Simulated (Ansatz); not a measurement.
Here is the system:

SnF$_{4}$:
```yaml
crystal:
  lattice:
    - [-2.03863, 2.03863, 3.93372]
    - [2.03863, -2.03863, 3.93372]
    - [2.03863, 2.03863, -3.93372]
  atoms:
    - { symbol: Sn, position: [0.00000, 0.00000, 0.00000] }
    - { symbol: F, position: [0.76015, 0.76015, 0.00000] }
    - { symbol: F, position: [0.23985, 0.23985, 0.00000] }
    - { symbol: F, position: [0.50000, 0.00000, 0.50000] }
    - { symbol: F, position: [0.00000, 0.50000, 0.50000] }
```

This is the r²SCAN-relaxed structure.

All from the program Ansatz at the r²SCAN level (PAW), unless another level is named. Estimate the smallest direct gap on the standard path.

4.42 eV.

And the valence-band maximum?

at X.

What about the conduction-band minimum?

at Γ.

Space group I4/mmm. The first step of the workflow began from a Materials Project structure, measured or hypothetical; the Crystallography Open Database files this formula in space group No. 139, but the cells were not matched. Its standing as an ambient phase is unchecked. Symmetry was held in the r²SCAN relaxation; whether a distortion lowers the energy is not shown. A crystal of weakly bound layers computed without a dispersion correction: the cell and the soft elastic constants depend strongly on that. Scalar-relativistic: spin–orbit coupling is off unless named, which matters more the heavier the elements.

Potentials: the later of the program's two PAW sets.
